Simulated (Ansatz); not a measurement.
## Nb₃Ru: what symmetry allows forces and stress to be

```
Nb Ru
1.0
     0.00000    3.23185    3.23185
     3.23185    0.00000    3.23185
     3.23185    3.23185    0.00000
Nb Ru
3 1
Cartesian
  1.6159 1.6159 1.6159
  4.8478 4.8478 4.8478
  3.2319 3.2319 3.2319
  0.0000 0.0900 0.0000
```

Computed with DFT PBEsol, scalar-relativistic, plane waves, PAW in Ansatz 0.2.0.

Plane waves to 420 eV, a k mesh through Γ of 10×10×10 on the computed 4-atom cell and Gaussian smearing (0.10 eV); no spin polarisation.

This distorted cell has space group I4mm, with 8 operations.

**Question.** Without a calculation: in which directions can each atom feel a force?

**Answer.** A force must be left unchanged by every operation that keeps its atom in place, so it lies in the space that those operations leave fixed. Atoms that the group maps onto each other feel forces of one size.
```
atom site symmetry operations at the site equivalent to atom allowed force (Cartesian)
 Nb1           2mm.                       4                   1   along (0.00, 1.00, 0.00)
 Nb2           2mm.                       4                   1   along (0.00, 1.00, 0.00)
 Nb3            4mm                       8                   3   along (0.00, 1.00, 0.00)
 Ru4            4mm                       8                   4   along (0.00, 1.00, 0.00)
```

That leaves 3 independent force components of 12, tied by 1 condition that the forces sum to zero, so 2 remain. A relaxation in this cell that keeps the symmetry moves the atoms in these directions alone.

**Question.** And the stress tensor?

**Answer.** It must be invariant under the point group, which leaves 2 independent components: yz, xz, xy vanish; xx = zz.

**Question.** Do the computed values obey this?

**Answer.** Yes. Forces (eV/Å):
```
Nb1  0.000  0.273  0.000
Nb2  0.000  0.273  0.000
Nb3  0.000  0.267  0.000
Ru4  0.000 -0.814  0.000
```

Stress (GPa, compression positive, xx yy zz yz xz xy): -7.54 -7.27 -7.54 0.00 0.00 0.00. The program imposes the same operations on density, forces and stress, so this confirms the analysis and is no independent test of the calculation.